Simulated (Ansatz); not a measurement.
PtPb (NiAs type)

Space group P6₃/mmc (No. 194); a = b = 4.3212 Å, c = 5.5203 Å, α = β = 90.00°, γ = 120.00°

| atom | site | symmetry | x | y | z |
|---|---|---|---|---|---|
| Pt | 2a | -3m. | 0.0000 | 0.0000 | 0.0000 |
| Pb | 2c | -6m2 | 0.3333 | 0.6667 | 0.2500 |

This relaxed cell (volume V₀) is scaled evenly in all directions, its shape held. Symmetry pins the atoms to their sites.

These are r2SCAN (plane waves to 500 eV, PAW, scalar-relativistic; Ansatz, a quantum-chemistry and plane-wave program) values and carry that method's errors. k mesh 12×12×9 (Γ-centred), Fermi-Dirac smearing 0.05 eV. Energies are smeared free energies. Compression counts positive. With the shape held, the modulus is that of even scaling; a crystal free to change shape is softer. PtPb is run without spin polarisation. PtPb was relaxed with its symmetry unable to fall. Spin-orbit coupling is left out, though Pb and Pt are heavy. ΔE is measured from the relaxed starting cell.

| V (Å³/atom) | ΔE (eV/atom) | P (GPa) |
|---|---|---|
| 20.978 | 0.031 | 8.0 |
| 21.201 | 0.021 | 6.4 |
| 21.424 | 0.013 | 5.0 |
| 21.648 | 0.007 | 3.6 |
| 21.871 | 0.003 | 2.3 |
| 22.094 | 0.001 | 1.1 |
| 22.317 | 0.000 | 0.0 |
| 22.540 | 0.001 | -1.0 |
| 22.763 | 0.003 | -2.0 |
| 22.987 | 0.006 | -2.9 |
| 23.210 | 0.011 | -3.8 |
| 23.433 | 0.017 | -4.5 |
| 23.656 | 0.024 | -5.3 |

Derived quantities:

```
Property                                                                       Value
---------------------------------------------------------------------  -------------
Pressure at the smallest volume                                              8.0 GPa
Energy cost of the largest compression                                   31 meV/atom
Energy cost of the largest expansion                                     24 meV/atom
Bulk modulus at fixed cell shape B₀ (third-order Birch-Murnaghan fit)        108 GPa
Pressure derivative B₀′ (fit)                                                    6.0
Equilibrium volume of the fit                                          22.32 Å³/atom
Pressure for 5 % compression (fit)                                           6.4 GPa
```

The 13 points together took around 11 core-minutes (rough).

(A scan under strain: stresses follow from slopes of the energy per volume, elastic moduli from its curvatures.)
